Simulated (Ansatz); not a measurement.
# Computed properties of Ga

Ga:
```
Ga
1.0
    3.82708    -2.28483     0.00000
    3.82708     2.28483     0.00000
    0.00000     0.00000     4.54470
Ga
4
Cartesian
  5.06772  -1.49635   1.13618
  2.58645   1.49635   3.40853
  5.06772   1.49635   3.40853
  2.58645  -1.49635   1.13618
```

Space group Cmcm (No. 63); conventional cell a = 7.6542 Å, b = 4.5697 Å, c = 4.5447 Å, α = β = γ = 90.00°.

Method: DFT-PBEsol in the program Ansatz with PAW potentials. Geometry: relaxed at this level of theory. Other levels are named where they apply.

**Cell and energy**

```yaml
volume_per_atom: 19.87 Å³
density: 5.83 g/cm³
```

**Electronic structure**

```yaml
electronic_character: metallic (no gap)
Density of states at the Fermi level: 0.16 states/eV per atom (mean over ±0.08 eV)
Gap with spin–orbit coupling: none (metallic)
```

**Mechanics**

```yaml
Bulk modulus (Birch–Murnaghan fit): 51.0 GPa
Pressure derivative B′: 4.9
Elastic constants (relaxed ions, GPa): C11 = 116, C22 = 78.7, C33 = 79.5, C12 = 36.6, C13 = 38.6, C23 = 29.9, C44 = 34.2, C55 = 29.5, C66 = 31.2
mechanical_stability: stable (all eigenvalues of C positive)
hill_bulk_and_shear_moduli: 52.6 and 29.9 GPa
Young's modulus: 75.5 GPa
Poisson's ratio: 0.26
debye_temperature_from_the_elastic_constants: 277 K
```

**Phonons**

```yaml
highest_zone_centre_frequency: 243 cm⁻¹
zone_centre_stability: no imaginary mode at Γ
```

The first step of the workflow began from a Materials Project structure, measured or hypothetical; the Crystallography Open Database files this formula in space group No. 63, but the cells were not matched. It is not the phase usual at ambient conditions (space group No. 64). Symmetry was held in the PBEsol relaxation. As this level gives no gap, shear constants depend on the k-mesh and smearing (Fermi–Dirac, 0.1 eV here). As this level gives no gap, phonon frequencies hold no LO–TO term and depend on the k-mesh and smearing (Fermi–Dirac, 0.1 eV here). Axis ratios of metals converge slowly with the k-mesh, so a and c are less sure than the volume. Spin–orbit coupling is left out wherever it is not named.

Potentials: the earlier of the program's two PAW sets. The files were generated under PBE; for other functionals the program regenerates the frozen cores, and for LDA and PBEsol the local potential too.
